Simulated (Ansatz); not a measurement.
Relaxed SnO2 (rutile):

```yaml
crystal:
  lattice:
    - [4.76919, 0.00000, 0.00000]
    - [0.00000, 4.76919, 0.00000]
    - [0.00000, 0.00000, 3.21201]
  atoms:
    - { symbol: Sn, position: [0.00000, 0.00000, 0.00000] }
    - { symbol: Sn, position: [0.50000, 0.50000, 0.50000] }
    - { symbol: O, position: [0.30628, 0.30628, 0.00000] }
    - { symbol: O, position: [0.80628, 0.19372, 0.50000] }
    - { symbol: O, position: [0.19372, 0.80628, 0.50000] }
    - { symbol: O, position: [0.69372, 0.69372, 0.00000] }
```

In this cell atom 3 (O, nearest neighbour Sn at 2.066 Å; its periodic images, 3.2 Å or more away, move with it) is moved by u·(1.000, 0.000, 0.000) + v·(0.000, 1.000, 0.000); the rest is frozen.

Level of theory: PBEsol (plane waves to 420 eV, PAW, scalar-relativistic; Ansatz, a program for electronic structure). k mesh 6×6×8 (Γ-centred), Fermi-Dirac smearing 0.05 eV. The energy includes the smearing's −TS. Points where atoms come too close for the PAW data are left out (x in tables, blank in figures). SnO2 was relaxed with its symmetry unable to fall. ΔE is measured from the undisplaced structure. Axes are in Å.

Give the computed ΔE (meV/cell) at all points of the grid u = -0.520, -0.347, -0.173, 0.000, 0.173, 0.347, 0.520 by v = -0.520, -0.347, -0.173, 0.000, 0.173, 0.347, 0.520.

ΔE (meV/cell), with u across and v down:

```
v \ u   -0.520  -0.347  -0.173  0.000  0.173  0.347  0.520
------  ------  ------  ------  -----  -----  -----  -----
-0.520       x       x    4122   1972   1061    889   1174
-0.347       x    4360    2030    840    406    472    882
-0.173    4122    2030     786    201    109    389    947
0.000     1972     840     201      0    182    687   1445
0.173     1061     406     109    182    619   1389   2420
0.347      889     472     389    687   1389   2474   3856
0.520     1174     882     947   1445   2420   3856   5650
```

(For displaced atoms, the force is minus the slope of the energy, and its curvature is a force constant, which sets phonon frequencies.)
